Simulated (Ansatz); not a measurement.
**KSrH3: sound and stiffness along [100], [110] and [111]**

The calculation used DFT PBE, scalar-relativistic, plane waves, PAW (Ansatz 0.2.0). Settings: 420 eV plane-wave cutoff, Γ-centred 6×6×6 mesh, fixed occupations. No spin polarisation.

The cell is fixed (symmetry leaves no force on the atoms) and stands under -0.1 GPa:
```cif
data_structure
_symmetry_space_group_name_H-M 'P 1'
_symmetry_Int_Tables_number 1
_cell_length_a 4.7866
_cell_length_b 4.7866
_cell_length_c 4.7866
_cell_angle_alpha 90.000
_cell_angle_beta 90.000
_cell_angle_gamma 90.000
_cell_volume 109.67
loop_
_atom_site_label
_atom_site_type_symbol
_atom_site_fract_x
_atom_site_fract_y
_atom_site_fract_z
_atom_site_occupancy
K1 K 0.00000 0.00000 0.00000 1
Sr1 Sr 0.50000 0.50000 0.50000 1
H1 H 0.50000 0.50000 0.00000 1
H2 H 0.50000 0.00000 0.50000 1
H3 H 0.00000 0.50000 0.50000 1
```

The cell is the ideal cubic perovskite prototype; whether it is the stable structure of this composition wasn't checked.

With ions relaxed, on the cubic axes: C11 = 45.1, C12 = 7.5, C44 = 10.4 GPa. The density is 1.964 g/cm³. Zone-centre modes weren't checked beside this run.

Question: Is the crystal stable against strain, and how anisotropic is it?

Answer: Born's conditions hold: C11 + 2C12 = 60.1, C11 − C12 = 37.7 and C44 = 10.4 GPa are all positive. B = (C11 + 2C12)/3 = 20.0 GPa. The two shear moduli are C44 and C′ = (C11 − C12)/2 = 18.8 GPa, so Zener's ratio is A = C44/C′ = 0.55: the shear C44 is the soft one, as in NaCl, KCl, the halide perovskites and the bcc metals V, Nb, Cr and Mo. The Cauchy pressure C12 − C44 is -2.9 GPa; it would vanish for pair forces between atoms on inversion centres at zero pressure, and a negative value is usual with directional bonding, though many-body forces give one in some ionic oxides too.

Question: Give the sound speeds along the three symmetry directions.

Answer: The Christoffel equation gives ρv² for each branch:
```tsv
direction	branch	ρv²	GPa	v (m/s)
[100]	L	C11	45.1	4793
[100]	T (×2)	C44	10.4	2296
[110]	L	(C11 + C12 + 2C44)/2	36.7	4320
[110]	T, u ∥ [001]	C44	10.4	2296
[110]	T, u ∥ [1-10]	(C11 − C12)/2	18.8	3096
[111]	L	(C11 + 2C12 + 4C44)/3	33.8	4150
[111]	T (×2)	(C11 − C12 + C44)/3	16.0	2854
```

Question: How does Young's modulus depend on direction?

Answer: Inverting gives S11 = 23.251, S12 = -3.302, S44 = 96.525 TPa⁻¹. Along a unit vector (l, m, n), 1/E = S11 − 2(S11 − S12 − S44/2)(l²m² + m²n² + n²l²), where the last bracket is 0, 1/4 and 1/3 for [100], [110] and [111]: E = 43, 29 and 27 GPa. With A < 1 the cube edge is stiffest. For a film on (001), the biaxial modulus is C11 + C12 − 2C12²/C11 = 50 GPa and the normal strain is −2C12/C11 = -0.33 times the in-plane one.